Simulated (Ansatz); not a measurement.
GaAs in space group P6_222 (No. 180; Ga on 3d, As on 3c) under volume change, DFT-r²SCAN in the program Ansatz with PAW potentials, shape and atoms relaxed at each volume.

```csv
V (Å³/atom),E − E(relaxed) (meV/atom),P (GPa)
18.837,46.9,8.85
19.458,?,?
20.079,4.6,2.45
20.700,0.0,-0.03
21.321,4.3,-2.12
21.942,16.0,-3.88
22.563,?,?
```

Problem. What belongs in the gaps?

Solution. 
- 22.563, E − E(relaxed) (meV/atom): 34.0
- 22.563, P (GPa): -5.36
- 19.458, E − E(relaxed) (meV/atom): 19.5
- 19.458, P (GPa): 5.36

Problem. What does a third-order Birch–Murnaghan fit give for V₀, B₀ and B′?

Solution. V₀ = 20.69 Å³/atom, B₀ = 75.7 GPa, B′ = 4.6.

The start of the workflow was typed in or built on a structure type; neither database checked (COD, Materials Project) lists it. It is not the phase usual at ambient conditions (space group No. 216). The r²SCAN relaxation kept the symmetry of its start; its stability against distortions is not shown here. Scalar-relativistic: spin–orbit coupling is off unless named, which matters more the heavier the elements.

Potentials: the earlier of the program's two PAW sets.
